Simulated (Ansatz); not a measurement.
Here is the system:

Mo3Os:
```xyz
8
Lattice="4.9419 0.0000 0.0000 0.0000 4.9419 0.0000 0.0000 0.0000 4.9419" Properties=species:S:1:pos:R:3 pbc="T T T"
Mo     1.2355     0.0000     2.4709
Mo     3.7064     0.0000     2.4709
Mo     2.4709     3.7064     0.0000
Mo     2.4709     1.2355     0.0000
Mo     0.0000     2.4709     3.7064
Mo     0.0000     2.4709     1.2355
Os     0.0000     0.0000     0.0000
Os     2.4709     2.4709     2.4709
```

This is the PBEsol-relaxed structure.

Question: All from PBEsol in the plane-wave PAW code Ansatz, unless another level is named. Estimate the highest zone-centre frequency.

Answer: 286 cm⁻¹.

Question: And the Young's modulus?

Answer: 341 GPa.

Space group Pm-3n (A15 (Cr3Si type)). The workflow started from a Materials Project entry (that database holds measured and hypothetical structures alike); the Crystallography Open Database files this formula in space group No. 223, but the cells were not matched. Its standing as an ambient phase is unchecked. Symmetry was held in the PBEsol relaxation; its stability against distortions is not shown here. No spin polarisation was allowed. As this level gives no gap, phonon frequencies hold no LO–TO term and depend on the k-mesh and smearing (Fermi–Dirac, 0.1 eV here). On the denser mesh and wider smearing of the elastic run this cell carries a stress of 0.3 GPa. Spin–orbit coupling is left out wherever it is not named.

Potentials: the later of the program's two PAW sets.
